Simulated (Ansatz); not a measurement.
Input:

TiAl:
```
CELL_PARAMETERS angstrom
      3.12435     0.00000     0.00000
      0.00000     3.12435     0.00000
      0.00000     0.00000     3.12435
ATOMIC_POSITIONS crystal
  Ti 0.00000 0.00000 0.00000
  Al 0.50000 0.50000 0.50000
```

This is the LDA-relaxed structure.

Q: All from LDA in the plane-wave PAW code Ansatz, unless another level is named. Give the density of states at the Fermi level.

A: 1.3 states/eV per atom (mean over ±0.08 eV).

Q: What about the formation energy from the elements (no fitted shifts)?

A: -0.27 eV/atom.

Space group Pm-3m (CsCl type). The workflow started from a Materials Project entry (that database holds measured and hypothetical structures alike); the Crystallography Open Database copy checked does not list it. It is not the phase usual at ambient conditions (space group No. 123). Symmetry was held in the LDA relaxation. At this level the phase is mechanically unstable. No spin polarisation was allowed. The references are the lowest solids computed at this level, not always the standard phases.

Potentials: the earlier of the program's two PAW sets. The files were generated under PBE; for other functionals the program regenerates the frozen cores, and for LDA and PBEsol the local potential too.
